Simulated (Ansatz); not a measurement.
## Electric field gradients in AlGa3As4

All numbers below come from Ansatz 0.2.0, DFT LDA, scalar-relativistic, plane waves, PAW. Cutoff 420 eV, 6×6×6 k-points (Γ-centred), fixed occupations. No spin polarisation.

Relaxed structure:
```
Al Ga As
1.0
     5.61037    0.00000    0.00000
     0.00000    5.61037    0.00000
     0.00000    0.00000    5.61037
Al Ga As
1 3 4
Direct
  0.00000 0.00000 0.00000
  0.50000 0.50000 0.00000
  0.50000 0.00000 0.50000
  0.00000 0.50000 0.50000
  0.74980 0.74980 0.25020
  0.74980 0.25020 0.74980
  0.25020 0.74980 0.74980
  0.25020 0.25020 0.25020
```

The cell was built by swapping an element in a database structure (itself possibly hypothetical) and relaxing; it need not be the stable form of this composition.

Q: Give V_zz (10²¹ V/m²) and the asymmetry η at each distinct site.

A:
```csv
atom,V_zz,η
Al (atom 1),0.000,zero by symmetry
Ga (atom 2),0.004,0.00
As (atom 5),-4.99,0.00
```

Cost: 1 run of about 1.6 core-minutes, on Arm Neoverse V1 (shared hosts).